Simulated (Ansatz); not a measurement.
## LuPd: stiffness from a series of strains

```yaml
crystal:
  lattice:
    - [3.41500, 0.00000, 0.00000]
    - [0.00000, 3.41500, 0.00000]
    - [0.00000, 0.00000, 3.41500]
  atoms:
    - { symbol: Lu, position: [0.00000, 0.00000, 0.00000] }
    - { symbol: Pd, position: [0.50000, 0.50000, 0.50000] }
```

Atom numbers follow the list: Lu1, Pd2.

Conventional cell: a = 3.415 Å, b = 3.415 Å, c = 3.415 Å, α = 90.00°, β = 90.00°, γ = 90.00°. Around Lu (atom 1) lie 8 Pd at 2.96 Å. Around Pd (atom 2) lie 8 Lu at 2.96 Å.

The cell is COD entry 1538201, as deposited and not checked against the literature; nothing was relaxed.

Spin polarisation is left out, and whether a magnetic state lies lower isn't shown here.

No spin–orbit coupling, which matters for the heavy atoms here.

All numbers below come from DFT, PBEsol, all-electron LAPW, scalar-relativistic (Ansatz 0.2.0).

Numerical set-up: a Γ-centred 10×10×10 k mesh, Fermi–Dirac smearing of 0.05 eV, basis error target 0.5 meV/atom, no spin polarisation.

The strain is applied along the Cartesian axes of the cell as listed (the other components stay zero). Fractional coordinates are held (clamped ions).

σ is the change of stress from the unstrained cell, which is at -2.20 GPa; tension is positive, so slopes are stress–strain coefficients at that pressure. In a metal the k mesh adds noise.

Only quantities that a quadratic follows smoothly over the whole series are listed; rougher ones are left out.

```
εxx = εyy  σzz (GPa)  σxx (GPa)
  -0.0200      -4.05      -4.68
   0.0000       0.00       0.00
   0.0100       1.72       2.03
   0.0200       3.16       3.93
```

Task: Fit the series and read off the stiffness at zero strain.

Result: Least-squares fits y = p0 + p1 x + p2 x² to the rows give σzz (GPa): p1 = 180, p2 = -1100; σxx (GPa): p1 = 215, p2 = -910. So 2 C12 = 180 GPa and C11 + C12 = 215 GPa.

Task: One run, at εxx = εyy = -0.0100, is withheld. Predict its row.

Result: The fits give -1.91, -2.25; the run gave -1.94, -2.22.
